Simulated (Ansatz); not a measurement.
A relaxation computed with Ansatz, from input to last step.

```yaml
crystal:
  lattice:
    - [4.5194405383, 0.0, 0.0]
    - [0.0, 4.5194405383, 0.0]
    - [0.0, 0.0, 4.5194405383]
  atoms:
    - { symbol: Sn, position: [0.0, 0.0, 0.0] }
    - { symbol: Sn, position: [0.5, 0.5, 0.5] }
    - { symbol: C, position: [0.25, 0.25, 0.25] }
    - { symbol: C, position: [0.25, 0.75, 0.75] }
    - { symbol: C, position: [0.75, 0.75, 0.25] }
    - { symbol: C, position: [0.75, 0.25, 0.75] }
basis:
  ecutwfc: 420
kpoints:
  mp_grid: { grid: [4, 4, 4] }
hamiltonian:
  xc: pbe
scf:
  occupations: { method: gaussian, width: 0.1 }
  lower_state_search: "off"
output:
  forces: true
  stress: true
  eigenvalues: true
relax:
  adjacent_minimum: "off"
  f_tol: 0.04
  max_steps: 70
  cell: { stress_tol: 0.4 }
```

```bash
ansatz run input.yaml --threads 1 --pin off --max-ram 2560MiB --backend cpu --events-out ev --progress --plain --runs-dir out
```

Theory: DFT PBE, scalar-relativistic, plane waves, PAW in Ansatz.

Of 7 frames 7 are shown, positions in Å and forces in eV/Å; the SCF threshold varies from step to step. Steps run on the plane waves of an earlier cell, with a Pulay correction in the pressure. The basis is chosen afresh for the last frame, the zero of the energies, and at times for earlier ones too; energy and pressure step there, also at an unchanged geometry. Here that happened at step 5 (-10 meV/atom, 0.6 GPa); the frames before carry an error of that size.

```xyz
6
Lattice="4.5194 0.0000 0.0000 0.0000 4.5194 0.0000 0.0000 0.0000 4.5194" Properties=species:S:1:pos:R:3:forces:R:3 pbc="T T T" step=1 free_energy_over_end_meV_per_atom=235.59 pressure_GPa=27.54
Sn    0.0000    0.0000    0.0000    0.0000    0.0000    0.0000
Sn    2.2597    2.2597    2.2597    0.0000    0.0000    0.0000
C     1.1299    1.1299    1.1299    0.0000    0.0000    0.0000
C     1.1299    3.3896    3.3896    0.0000    0.0000    0.0000
C     3.3896    3.3896    1.1299    0.0000    0.0000    0.0000
C     3.3896    1.1299    3.3896    0.0000    0.0000    0.0000
6
Lattice="4.7398 0.0000 0.0000 0.0000 4.7398 0.0000 0.0000 0.0000 4.7398" Properties=species:S:1:pos:R:3:forces:R:3 pbc="T T T" step=2 free_energy_over_end_meV_per_atom=19.98 pressure_GPa=4.76
Sn    0.0000    0.0000    0.0000    0.0000    0.0000    0.0000
Sn    2.3699    2.3699    2.3699    0.0000    0.0000    0.0000
C     1.1849    1.1849    1.1849    0.0000    0.0000    0.0000
C     1.1849    3.5548    3.5548    0.0000    0.0000    0.0000
C     3.5548    3.5548    1.1849    0.0000    0.0000    0.0000
C     3.5548    1.1849    3.5548    0.0000    0.0000    0.0000
6
Lattice="4.7914 0.0000 0.0000 0.0000 4.7914 0.0000 0.0000 0.0000 4.7914" Properties=species:S:1:pos:R:3:forces:R:3 pbc="T T T" step=3 free_energy_over_end_meV_per_atom=10.30 pressure_GPa=1.09
Sn    0.0000    0.0000    0.0000    0.0000    0.0000    0.0000
Sn    2.3957    2.3957    2.3957    0.0000    0.0000    0.0000
C     1.1979    1.1979    1.1979    0.0000    0.0000    0.0000
C     1.1979    3.5936    3.5936    0.0000    0.0000    0.0000
C     3.5936    3.5936    1.1979    0.0000    0.0000    0.0000
C     3.5936    1.1979    3.5936    0.0000    0.0000    0.0000
6
Lattice="4.8073 0.0000 0.0000 0.0000 4.8073 0.0000 0.0000 0.0000 4.8073" Properties=species:S:1:pos:R:3:forces:R:3 pbc="T T T" step=4 free_energy_over_end_meV_per_atom=9.90 pressure_GPa=0.07
Sn    0.0000    0.0000    0.0000    0.0000    0.0000    0.0000
Sn    2.4037    2.4037    2.4037    0.0000    0.0000    0.0000
C     1.2018    1.2018    1.2018    0.0000    0.0000    0.0000
C     1.2018    3.6055    3.6055    0.0000    0.0000    0.0000
C     3.6055    3.6055    1.2018    0.0000    0.0000    0.0000
C     3.6055    1.2018    3.6055    0.0000    0.0000    0.0000
6
Lattice="4.8073 0.0000 0.0000 0.0000 4.8073 0.0000 0.0000 0.0000 4.8073" Properties=species:S:1:pos:R:3:forces:R:3 pbc="T T T" step=5 free_energy_over_end_meV_per_atom=0.29 pressure_GPa=0.63
Sn    0.0000    0.0000    0.0000    0.0000    0.0000    0.0000
Sn    2.4037    2.4037    2.4037    0.0000    0.0000    0.0000
C     1.2018    1.2018    1.2018    0.0000    0.0000    0.0000
C     1.2018    3.6055    3.6055    0.0000    0.0000    0.0000
C     3.6055    3.6055    1.2018    0.0000    0.0000    0.0000
C     3.6055    1.2018    3.6055    0.0000    0.0000    0.0000
6
Lattice="4.8171 0.0000 0.0000 0.0000 4.8171 0.0000 0.0000 0.0000 4.8171" Properties=species:S:1:pos:R:3:forces:R:3 pbc="T T T" step=6 free_energy_over_end_meV_per_atom=0.23 pressure_GPa=0.04
Sn    0.0000    0.0000    0.0000    0.0000    0.0000    0.0000
Sn    2.4085    2.4085    2.4085    0.0000    0.0000    0.0000
C     1.2043    1.2043    1.2043    0.0000    0.0000    0.0000
C     1.2043    3.6128    3.6128    0.0000    0.0000    0.0000
C     3.6128    3.6128    1.2043    0.0000    0.0000    0.0000
C     3.6128    1.2043    3.6128    0.0000    0.0000    0.0000
6
Lattice="4.8171 0.0000 0.0000 0.0000 4.8171 0.0000 0.0000 0.0000 4.8171" Properties=species:S:1:pos:R:3:forces:R:3 pbc="T T T" step=7 free_energy_over_end_meV_per_atom=0.00 pressure_GPa=0.04
Sn    0.0000    0.0000    0.0000    0.0000    0.0000    0.0000
Sn    2.4085    2.4085    2.4085    0.0000    0.0000    0.0000
C     1.2043    1.2043    1.2043    0.0000    0.0000    0.0000
C     1.2043    3.6128    3.6128    0.0000    0.0000    0.0000
C     3.6128    3.6128    1.2043    0.0000    0.0000    0.0000
C     3.6128    1.2043    3.6128    0.0000    0.0000    0.0000
```

The start puts this composition into another compound's structure type, which needn't suit it. At the end the space group is Pn-3m (tolerance 0.05 Å).

Time: 24 s on 1 thread of Intel(R) Xeon(R) Platinum 8259CL CPU @ 2.50GHz (Skylake/Cascade Lake), with other jobs on the host, peak memory 0.42 GiB.

The k mesh is coarse.